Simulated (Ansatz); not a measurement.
TlBr:
```yaml
crystal:
  lattice:
    - [0.00000, 3.21045, 3.21045]
    - [3.21045, 0.00000, 3.21045]
    - [3.21045, 3.21045, 0.00000]
  atoms:
    - { symbol: Tl, position: [0.00000, 0.00000, 0.00000] }
    - { symbol: Br, position: [0.50000, 0.50000, 0.50000] }
```

Relaxed with LDA. Special points in fractions of this cell's reciprocal vectors: Γ (0.000, 0.000, 0.000); X (0.500, 0.000, 0.500); U (0.625, 0.250, 0.625); K (0.375, 0.375, 0.750); L (0.500, 0.500, 0.500); W (0.500, 0.250, 0.750).

Problem. List the band energies nearest the valence-band maximum at these points for LDA with spin–orbit coupling in the plane-wave PAW code Ansatz.

Solution. In eV from the valence-band maximum; about four levels below and three above (degenerate sets whole), none deeper than 8.9 eV; points with the same levels are listed once.

```csv
k,below,above
Γ,-2.07 -2.07 -2.07 -2.07,4.63 4.63 6.78 6.78 6.78 6.78
X,-3.13 -3.13 -2.73 -2.73,4.70 4.70 5.17 5.17
U,-2.63 -2.63 -1.77 -1.77,3.50 3.50 4.71 4.71
L,-1.85 -1.85 0.00 0.00,1.26 1.26 3.23 3.23
W,-3.43 -3.43 -1.13 -1.13,3.17 3.17 4.77 4.77
```

Space group Fm-3m (rock salt). The first step of the workflow began from a Materials Project structure, measured or hypothetical; the Crystallography Open Database copy checked does not list it. COD files the formula under space group No. 221, so this cell is another polymorph or a model. Whether it is the stable phase at ambient conditions was not checked. Symmetry was held in the LDA relaxation; whether a distortion lowers the energy is not shown.

Potentials: the later of the program's two PAW sets.
